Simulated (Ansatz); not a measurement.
CdSe in space group P6_3mc (No. 186; Cd on 2a, Cd on 2b, Se on 2a, Se on 2b), LDA (plane waves, PAW; program Ansatz), all energies at zero smearing, with the estimated change up to a 700 eV cutoff added, with one set of potentials and settings (totals compare only within such a set). Cell of 8 atoms (4 Cd, 4 Se): -54008.954 eV.

| element | reference phase | E (eV/atom) |
|---|---|---|
| Cd | P6_3/mmc, 2 atoms in the cell | -8117.8923 |
| Se | P3_121, 3 atoms in the cell | -5383.2604 |

Formation energy per atom, worked out: (-54008.954 − 4×(-8117.8923) − 4×(-5383.2604))/8 = -0.543 eV/atom (-52 kJ per mol of atoms), at 0 K, without zero-point energy or fitted corrections.

A made-up cell: these elements were put on the sites of a structure type. Its sites differ from those of the usual phase in this space group: another stacking or structure type. The cell was relaxed with LDA under the symmetry of its start; phonons on a q-mesh show no instability. The references are the lowest solids computed at this level, not always the standard phases.

Potentials: the later of the program's two PAW sets.
